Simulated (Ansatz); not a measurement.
**Question.** Si₃N₄ in space group P6_3/m (No. 176; Si on 6h, N on 2d, N on 6h) is relaxed with PBEsol (plane waves, PAW; program Ansatz). What lattice parameters of the conventional cell result?

**Answer.** a = 7.625 Å, c = 2.910 Å.

**Question.** Give the free coordinates with the occupied sites.

**Answer.** In one choice of origin and axes:

```tsv
atom	site	symmetry	x	y	z
Si	6h	m..	0.4064	0.2324	0.2500
N	2d	-6..	0.6667	0.3333	0.2500
N	6h	m..	0.0296	0.3300	0.2500
```

**Question.** Is it a metal or does it have a gap at this level?

**Answer.** A gap of 4.19 eV, indirect.

The cell was relaxed with PBEsol under the symmetry of its start; phonons on a q-mesh show no instability.

Potentials: the earlier of the program's two PAW sets.
